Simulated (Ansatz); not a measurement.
NaF (rock salt), relaxed and computed with several functionals in Ansatz (plane waves, PAW). Much of their spread follows the volume that each gives.

```
functional  V (Å³/atom)  B₀ by P(V) fit (GPa)
----------  -----------  --------------------
r²SCAN            12.12                  54.4
PBEsol            12.40                     ?
HSE06             12.47                  49.3
PBE               12.99                  44.8
LDA               11.41                  61.2
```

Task: Fit a straight line to ln B₀ against ln V and predict the withheld value.

Result: Least squares on the 4 shown rows: ln B₀ = -2.44 × ln V + (10.063), with a scatter of 1.2 %. For PBEsol this gives 50.4. The run itself gave 48.5, a miss of 3.9 % of that, well beyond the scatter: the line misses something about this case.

All cells were relaxed under the symmetry of their starts (and spin orders); stability against distortions was not tested throughout.

Potentials: the later of the program's two PAW sets.

Ansatz (a program for electronic structure) is a plane-wave DFT program.
